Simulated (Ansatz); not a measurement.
# Field gradients of Si₃N₄ from run to run

Cell of run 1: an entry of the Crystallography Open Database (COD).

```cif
data_Si3N4
_symmetry_space_group_name_H-M 'P6_3/m'
_symmetry_Int_Tables_number 176
_cell_length_a 7.6272
_cell_length_b 7.6272
_cell_length_c 2.9182
_cell_angle_alpha 90.000
_cell_angle_beta 90.000
_cell_angle_gamma 120.000
loop_
_atom_site_label
_atom_site_type_symbol
_atom_site_symmetry_multiplicity
_atom_site_Wyckoff_symbol
_atom_site_fract_x
_atom_site_fract_y
_atom_site_fract_z
Si Si 6 h 0.1842 0.7704 0.2500
N7 N 2 c 0.3333 0.6667 0.2500
N9 N 6 h 0.3399 0.0357 0.2500
```

One atom of each set is listed.

Relaxed positions (PBE, cell held):

Si (0.1743, 0.7682, 0.2500)
N7 (0.3333, 0.6667, 0.2500)
N9 (0.3297, 0.0302, 0.2500)

All runs are DFT with Ansatz 0.2.0 (plane waves and PAW, scalar-relativistic unless spin–orbit coupling is named, Γ-centred meshes, Fermi–Dirac smearing where given) in this cell.

Run 1: PBE, gradients read without the response of the cores, atoms as given; 420 eV, 4×4×9 k-points, smearing 0.02 eV.
Run 2: PBE, gradients read without the response of the cores, atoms relaxed; 420 eV, 4×4×9 k-points, smearing 0.02 eV.
Run 3: r2SCAN, gradients read without the response of the cores, at the relaxed atoms; 500 eV, 4×4×9 k-points, smearing 0.02 eV.

Problem. What does each run give, and what moves the gradients most?

Solution. 

```
run   Si V_zz (η)   N7 V_zz (η)   N9 V_zz (η)
  1  -1.69 (0.57)  -4.42 (0.00)  -5.58 (0.06)
  2   0.89 (0.31)  -5.18 (0.00)  -5.24 (0.07)
  3   0.89 (0.28)  -5.28 (0.00)  -5.26 (0.08)
```

V_zz in 10²¹ V/m². Against run 1, the gradient tensors on these sites move by at most 1.10 in run 2 (Si), 1.12 in run 3 (Si). Taken one at a time, the positions of the atoms (as given or relaxed) move the tensors on these sites by up to 1.10 (largest principal value of the change, on Si), the functional (r2SCAN with its higher cutoff) by 0.10 (N7). On some sites the largest principal value moves to another axis from run to run, and the sign of V_zz can flip with it.

In run 1 the atoms aren't at the calculated equilibrium (largest force 2.3 eV/Å).
